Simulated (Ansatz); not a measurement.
HfScTaN3:
```yaml
crystal:
  lattice:
    - [3.16183, 0.00000, 0.00000]
    - [-1.58091, 2.73822, 0.00000]
    - [0.00000, 0.00000, 7.70632]
  atoms:
    - { symbol: Hf, position: [0.00000, 0.00000, 0.99524] }
    - { symbol: Sc, position: [0.33333, 0.66667, 0.33857] }
    - { symbol: Ta, position: [0.66667, 0.33333, 0.66779] }
    - { symbol: N, position: [0.66667, 0.33333, 0.16346] }
    - { symbol: N, position: [0.00000, 0.00000, 0.50507] }
    - { symbol: N, position: [0.33333, 0.66667, 0.82987] }
```

Relaxed with r²SCAN. Special points in fractions of this cell's reciprocal vectors: Γ (0.000, 0.000, 0.000); M (0.500, 0.000, 0.000); K (0.333, 0.333, 0.000); A (0.000, 0.000, 0.500); L (0.500, 0.000, 0.500); H (0.333, 0.333, 0.500).

List the band energies nearest the Fermi level at these points for the program Ansatz at the r²SCAN level (PAW).

In eV from the Fermi level; about four levels below and three above (degenerate sets whole), none deeper than 8.9 eV; points with the same levels are listed once.

```json
[
 {"k": "Γ", "below": "-2.96 -2.96 -0.75 -0.75 -0.47", "above": "1.48 1.63 1.63"},
 {"k": "M", "below": "-5.26 -3.82 -3.77 -3.60", "above": "0.92 1.28 2.60"},
 {"k": "K", "below": "-5.72 -5.68 -5.24 -5.06", "above": "0.17 0.46 0.63"},
 {"k": "A", "below": "-3.90 -3.90 -0.51 -0.51 -0.24", "above": "0.68 1.14 1.14"},
 {"k": "L", "below": "-4.74 -4.23 -2.25 -1.06", "above": "2.59 2.65 3.29"},
 {"k": "H", "below": "-5.78 -5.61 -5.37 -5.08", "above": "0.61 0.81 0.91"}
]
```

Space group P3m1. The start of the workflow was typed in or built on a structure type; neither database checked (COD, Materials Project) lists it. Whether it is the stable phase at ambient conditions was not checked. The r²SCAN relaxation kept the symmetry of its start; whether a distortion lowers the energy is not shown. The run is not spin-polarised. With an odd number of electrons in the cell and no spin polarisation, the count alone makes it a metal. Spin–orbit coupling is left out wherever it is not named.

Potentials: the later of the program's two PAW sets.
